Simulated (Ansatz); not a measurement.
Sr:
```xyz
1
Lattice="-2.4051 2.4051 2.4051 2.4051 -2.4051 2.4051 2.4051 2.4051 -2.4051" Properties=species:S:1:pos:R:3 pbc="T T T"
Sr     0.0000     0.0000     0.0000
```

Relaxed with r²SCAN.

Q: Map the electron localisation function on the plane through (0.000, 0.000, 0.000) spanned by u = [1, 1, 0] and v = [1, -1, 0] in lattice vectors, from DFT-r²SCAN in the program Ansatz with PAW potentials.

A: x is the fraction of u, y of v (the angle between them is 90°; rows are the nearest grid lines); atoms in the plane: Sr at (0.00, 0.00), Sr at (0.50, 0.50).
```
|0169984001466641004899610|
|0279983002466642003899720|
|9999841012566652101489999|
|9998520013566653100258999|
|3321000134555554310001233|
|0000001233333333321000000|
|1112222110000000112222111|
|3333321000000000001233333|
|6654200024788874200024566|
|6653100258999998520013566|
|6652002799976799972002566|
|6642003899720279983002466|
|6642003899720279983002466|
|6652002799976799972002566|
|6653100258999998520013566|
|6654200024788874200024566|
|3333321000000000001233333|
|1112222110000000112222111|
|0000001233333333321000000|
|3321000134555554310001233|
|9998520013566653100258999|
|9999841012566652101489999|
|0279983002466642003899720|
|0169984001466641004899610|
```
Scale: ten equal steps from 0.010 (start of '0') to 0.860 (end of '9'), in the order '0123456789'; x runs from 0.000 to 1.00, y from 0.000 (bottom) to 1.00 (top).

The density is the valence pseudo-density with augmentation charge, so density and ELF within about 1 Å of a nucleus are not all-electron values.

Space group Im-3m (bcc (W type)). This is a known high-temperature phase of the composition, computed here at zero pressure and temperature. Symmetry was held in the r²SCAN relaxation; its stability against distortions is not shown here.

Potentials: the earlier of the program's two PAW sets.
